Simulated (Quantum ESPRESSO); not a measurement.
GaTa3Al2In2, finding a planted mistake in a log

Simulated, not a measurement. The program is pw.x of Quantum ESPRESSO 7.5 (plane-wave density functional theory). The cell is made up: eight metal atoms on a hexagonal close-packed lattice, with elements, volume, strain and displacements drawn at random and not relaxed, so it may be unstable or far from any real phase. PseudoDojo standard norm-conserving files set the functional (PBE unless stated); there is no spin polarisation or spin-orbit coupling, the Fermi-Dirac width of 0.25 eV means electrons at about 2900 K, and the masses in the input are unused placeholders. Heavy elements are run without spin-orbit coupling, which real alloys of them have. A spin test at this wide smearing found no moment, but such smearing suppresses magnetism that the real alloy may have.

Intended input:

```
&control calculation='scf', pseudo_dir='./dojo.nc.sr.pbe.v0_5.standard.upf', outdir='./o', disk_io='minimal', tprnfor=.true., tstress=.true. /
&system ibrav=0, nat=8, ntyp=4, nbnd=55, ecutwfc=84.00895049, nosym=.true., tot_charge=0,
 occupations='smearing', smearing='fd', degauss=0.0183746611
/
&electrons conv_thr=1.470e-08, electron_maxstep=70, mixing_beta=0.5 /
ATOMIC_SPECIES
Al 1.0 Al.upf
Ga 1.0 Ga.upf
In 1.0 In.upf
Ta 1.0 Ta.upf
CELL_PARAMETERS angstrom
0.0078 -0.0271 4.9918
6.1389 -0.0181 0.0096
-3.0851 5.2387 -0.0339
ATOMIC_POSITIONS angstrom
Ga -0.1114 0.0008 0.105
Ta -1.5291 2.5423 -0.0128
Al 2.9829 -0.0539 -0.0678
Al 1.4116 2.7541 0.0865
In -0.1078 1.6725 2.3081
Ta -1.6324 4.3148 2.5254
In 3.036 1.8845 2.3941
Ta 1.4644 4.4619 2.5863
K_POINTS automatic
5 5 5 1 1 1
```

The log is shortened where brackets say so; the opening notice, blank lines, dates and the lines on written files are dropped, and the path of the files is cut. It prints rydbergs, bohrs and kilobars, and counts compression as positive stress. Its total energy is the free energy E - TS of the whole cell.

Log of the intended run:

```
     Program PWSCF v.7.5
     Parallel version (MPI & OpenMP), running on       4 processor cores
     Number of MPI processes:                 4
     Threads/MPI process:                     1
     [start-up lines left out]
     bravais-lattice index     =            0
     lattice parameter (alat)  =       9.4333  a.u.
     unit-cell volume          =    1081.4314 (a.u.)^3
     number of atoms/cell      =            8
     number of atomic types    =            4
     number of electrons       =        84.00
     number of Kohn-Sham states=           55
     kinetic-energy cutoff     =      84.0090  Ry
     charge density cutoff     =     336.0358  Ry
     scf convergence threshold =      1.5E-08
     mixing beta               =       0.5000
     number of iterations used =            8  plain     mixing
     Exchange-correlation= PBE
                           (   1   4   3   4   0   0   0)
     [axes and pseudopotential details left out]
   Cartesian axes
     site n.     atom                  positions (alat units)
         1        Ga     tau(   1) = (  -0.0223162   0.0001603   0.0210342  )
         2        Ta     tau(   2) = (  -0.3063175   0.5092871  -0.0025642  )
         3        Al     tau(   3) = (   0.5975505  -0.0107975  -0.0135821  )
         4        Al     tau(   4) = (   0.2827793   0.5517160   0.0173281  )
         5        In     tau(   5) = (  -0.0215951   0.3350441   0.4623709  )
         6        Ta     tau(   6) = (  -0.3270111   0.8643638   0.5059016  )
         7        In     tau(   7) = (   0.6081877   0.3775131   0.4795989  )
         8        Ta     tau(   8) = (   0.2933564   0.8938316   0.5181014  )
     number of k points=    63  Fermi-Dirac smearing, width (Ry)=  0.0184
                       cart. coord. in units 2pi/alat
        k(    1) = (   0.0815827   0.1439844   0.1006558), wk =   0.0320000
        k(    2) = (   0.0821439   0.3348986   0.1016914), wk =   0.0320000
     [further k points left out]
     Dense  grid:   112565 G-vectors     FFT dimensions: (  60,  72,  72)
     Estimated max dynamical RAM per process >     381.04 MB
     Estimated total dynamical RAM >       1.41 GB
     Initial potential from superposition of free atoms
     starting charge      83.9819, renormalised to      84.0000
     Starting wfcs are   65 randomized atomic wfcs
     total cpu time spent up to now is        6.8 secs
     per-process dynamical memory:   299.8 Mb
     Self-consistent Calculation
     iteration #  1     ecut=    84.01 Ry     beta= 0.50
     Davidson diagonalization with overlap
     ethr =  1.00E-02,  avg # of iterations =  3.0
     Threshold (ethr) on eigenvalues was too large:
     Diagonalizing with lowered threshold
     Davidson diagonalization with overlap
     ethr =  2.32E-04,  avg # of iterations =  6.5
     total cpu time spent up to now is       35.5 secs
     total energy              =    -818.49084810 Ry
     estimated scf accuracy    <       0.21521602 Ry
     iteration #  2     ecut=    84.01 Ry     beta= 0.50
     Davidson diagonalization with overlap
     ethr =  2.56E-04,  avg # of iterations =  2.2
     total cpu time spent up to now is       49.1 secs
     total energy              =    -818.48568256 Ry
     estimated scf accuracy    <       0.19175042 Ry
     [iterations 3 to 10 left out]
     iteration # 11     ecut=    84.01 Ry     beta= 0.50
     Davidson diagonalization with overlap
     ethr =  1.62E-10,  avg # of iterations =  3.4
     total cpu time spent up to now is      164.0 secs
     total energy              =    -818.53445562 Ry
     estimated scf accuracy    <       0.00000002 Ry
     iteration # 12     ecut=    84.01 Ry     beta= 0.50
     Davidson diagonalization with overlap
     ethr =  2.30E-11,  avg # of iterations =  2.8
     total cpu time spent up to now is      176.5 secs
     End of self-consistent calculation
     [lines on levels left out]
!    total energy              =    -818.53445562 Ry
     estimated scf accuracy    <          2.6E-09 Ry
     smearing contrib. (-TS)   =      -0.08182489 Ry
     internal energy E=F+TS    =    -818.45263073 Ry
     The total energy is F=E-TS. E is the sum of the following terms:
     one-electron contribution =    -255.91104306 Ry
     hartree contribution      =     178.78014198 Ry
     xc contribution           =    -214.82292760 Ry
     ewald contribution        =    -526.49880205 Ry
     convergence has been achieved in  12 iterations
     Forces acting on atoms (cartesian axes, Ry/au):
     atom    1 type  2   force =     0.00624548   -0.02793658   -0.02405352
     atom    2 type  4   force =    -0.01223848    0.05686835   -0.04224192
     atom    3 type  1   force =    -0.00379107   -0.00055378    0.01842540
     atom    4 type  1   force =     0.00928177    0.00941685   -0.01942559
     atom    5 type  3   force =     0.04548798    0.03027380    0.04767016
     atom    6 type  4   force =     0.01961490    0.00311649   -0.00533891
     atom    7 type  3   force =    -0.04443082   -0.03656924    0.01865807
     atom    8 type  4   force =    -0.02016976   -0.03461588    0.00630631
     Total force =     0.135860     Total SCF correction =     0.000160
     Computing stress (Cartesian axis) and pressure
          total   stress  (Ry/bohr**3)                   (kbar)     P=      -71.63
  -0.00059038   0.00002771   0.00000918          -86.85        4.08        1.35
   0.00002771  -0.00047973  -0.00007403            4.08      -70.57      -10.89
   0.00000918  -0.00007403  -0.00039069            1.35      -10.89      -57.47
     init_run     :      6.40s CPU      6.66s WALL (       1 calls)
     electrons    :    168.73s CPU    169.72s WALL (       1 calls)
     forces       :      2.47s CPU      2.49s WALL (       1 calls)
     stress       :      8.72s CPU      8.93s WALL (       1 calls)
     [timing details left out]
     PWSCF        :   3m 6.44s CPU   3m 7.93s WALL
     JOB DONE.
```

A second run was made from an input with one planted mistake. Its log:

```
     Program PWSCF v.7.5
     Parallel version (MPI & OpenMP), running on       4 processor cores
     Number of MPI processes:                 4
     Threads/MPI process:                     1
     [start-up lines left out]
     bravais-lattice index     =            0
     lattice parameter (alat)  =       9.4333  a.u.
     unit-cell volume          =    1081.4314 (a.u.)^3
     number of atoms/cell      =            8
     number of atomic types    =            5
     number of electrons       =        97.00
     number of Kohn-Sham states=           62
     kinetic-energy cutoff     =      84.0090  Ry
     charge density cutoff     =     336.0358  Ry
     scf convergence threshold =      1.5E-08
     mixing beta               =       0.5000
     number of iterations used =            8  plain     mixing
     Exchange-correlation= PBE
                           (   1   4   3   4   0   0   0)
     [axes and pseudopotential details left out]
   Cartesian axes
     site n.     atom                  positions (alat units)
         1        Ga     tau(   1) = (  -0.0223162   0.0001603   0.0210342  )
         2        Ta     tau(   2) = (  -0.3063175   0.5092871  -0.0025642  )
         3        Ru     tau(   3) = (   0.5975505  -0.0107975  -0.0135821  )
         4        Al     tau(   4) = (   0.2827793   0.5517160   0.0173281  )
         5        In     tau(   5) = (  -0.0215951   0.3350441   0.4623709  )
         6        Ta     tau(   6) = (  -0.3270111   0.8643638   0.5059016  )
         7        In     tau(   7) = (   0.6081877   0.3775131   0.4795989  )
         8        Ta     tau(   8) = (   0.2933564   0.8938316   0.5181014  )
     number of k points=    63  Fermi-Dirac smearing, width (Ry)=  0.0184
                       cart. coord. in units 2pi/alat
        k(    1) = (   0.0815827   0.1439844   0.1006558), wk =   0.0320000
        k(    2) = (   0.0821439   0.3348986   0.1016914), wk =   0.0320000
     [further k points left out]
     Dense  grid:   112565 G-vectors     FFT dimensions: (  60,  72,  72)
     Estimated max dynamical RAM per process >     419.72 MB
     Estimated total dynamical RAM >       1.56 GB
     Initial potential from superposition of free atoms
     starting charge      96.9836, renormalised to      97.0000
     Starting wfcs are   71 randomized atomic wfcs
     total cpu time spent up to now is        7.6 secs
     per-process dynamical memory:   328.6 Mb
     Self-consistent Calculation
     iteration #  1     ecut=    84.01 Ry     beta= 0.50
     Davidson diagonalization with overlap
     ethr =  1.00E-02,  avg # of iterations =  2.8
     Threshold (ethr) on eigenvalues was too large:
     Diagonalizing with lowered threshold
     Davidson diagonalization with overlap
     ethr =  6.74E-04,  avg # of iterations =  2.0
     total cpu time spent up to now is       35.8 secs
     total energy              =   -1015.71912800 Ry
     estimated scf accuracy    <       0.70406022 Ry
     iteration #  2     ecut=    84.01 Ry     beta= 0.50
     Davidson diagonalization with overlap
     ethr =  7.26E-04,  avg # of iterations =  3.2
     total cpu time spent up to now is       51.5 secs
     total energy              =   -1015.61352745 Ry
     estimated scf accuracy    <       5.81405170 Ry
     [iterations 3 to 11 left out]
     iteration # 12     ecut=    84.01 Ry     beta= 0.50
     Davidson diagonalization with overlap
     ethr =  1.25E-09,  avg # of iterations =  1.8
     total cpu time spent up to now is      192.7 secs
     total energy              =   -1016.04733420 Ry
     estimated scf accuracy    <       0.00000005 Ry
     iteration # 13     ecut=    84.01 Ry     beta= 0.50
     Davidson diagonalization with overlap
     ethr =  5.04E-11,  avg # of iterations =  4.9
     total cpu time spent up to now is      210.2 secs
     End of self-consistent calculation
     [lines on levels left out]
!    total energy              =   -1016.04733421 Ry
     estimated scf accuracy    <          5.9E-09 Ry
     smearing contrib. (-TS)   =      -0.10272534 Ry
     internal energy E=F+TS    =   -1015.94460887 Ry
     The total energy is F=E-TS. E is the sum of the following terms:
     one-electron contribution =    -289.44566381 Ry
     hartree contribution      =     203.42685811 Ry
     xc contribution           =    -246.60024696 Ry
     ewald contribution        =    -683.32555621 Ry
     convergence has been achieved in  13 iterations
     Forces acting on atoms (cartesian axes, Ry/au):
     atom    1 type  2   force =     0.01441396   -0.02204604   -0.02419370
     atom    2 type  5   force =    -0.02424842    0.04757648   -0.04144144
     atom    3 type  4   force =     0.01873461   -0.00937196   -0.00154333
     atom    4 type  1   force =    -0.00282906    0.00580372   -0.02126938
     atom    5 type  3   force =     0.03847870    0.03412923    0.04538377
     atom    6 type  5   force =     0.03062095    0.01721447    0.00664038
     atom    7 type  3   force =    -0.04075314   -0.05124421    0.02127638
     atom    8 type  5   force =    -0.03441758   -0.02206168    0.01514732
     Total force =     0.139308     Total SCF correction =     0.000330
     Computing stress (Cartesian axis) and pressure
          total   stress  (Ry/bohr**3)                   (kbar)     P=     -110.14
  -0.00085567   0.00004571   0.00002463         -125.87        6.72        3.62
   0.00004571  -0.00073734  -0.00008135            6.72     -108.47      -11.97
   0.00002463  -0.00008135  -0.00065319            3.62      -11.97      -96.09
     init_run     :      7.18s CPU      7.46s WALL (       1 calls)
     electrons    :    201.76s CPU    202.58s WALL (       1 calls)
     forces       :      2.67s CPU      2.68s WALL (       1 calls)
     stress       :      9.47s CPU      9.63s WALL (       1 calls)
     [timing details left out]
     PWSCF        :   3m41.20s CPU   3m42.51s WALL
     JOB DONE.
```

Question: the log repeats what the program read. Compare it with the intended run: what was wrong in the second input?

Answer: one atom is of a wrong element. The input lines that differ:

```
- &system ibrav=0, nat=8, ntyp=4, nbnd=55, ecutwfc=84.00895049, nosym=.true., tot_charge=0,
+ &system ibrav=0, nat=8, ntyp=5, nbnd=62, ecutwfc=84.00895049, nosym=.true., tot_charge=0,
+ Ru 1.0 Ru.upf
- Al 2.9829 -0.0539 -0.0678
+ Ru 2.9829 -0.0539 -0.0678
```

|  | intended run | run with the mistake |
| --- | --- | --- |
| free energy (eV) | -11136.729 | -13824.028 |
| entropy term -TS, part of it (eV) | -1.113 | -1.398 |
| pressure (GPa) | -7.16 | -11.01 |
| size of the largest force component (eV/Å) | 1.462 | 1.318 |
| largest change of a force component (eV/Å) |  | 0.579 |
| iterations | 12 | 13 |

For scale, a rerun of the intended cell at a higher cutoff and on a denser mesh moved values by no more than 0.002 eV in energy, 0.03 GPa in stress and 0.010 eV/Å in force, and a second program with other atomic files agreed on that cell to 2 % rms in force and 0.5 GPa in pressure. Files of another functional or element have another zero of energy, so the energy change says nothing on stability. The number of bands, nbnd, was set by rule from the electron count, so it follows the mistake.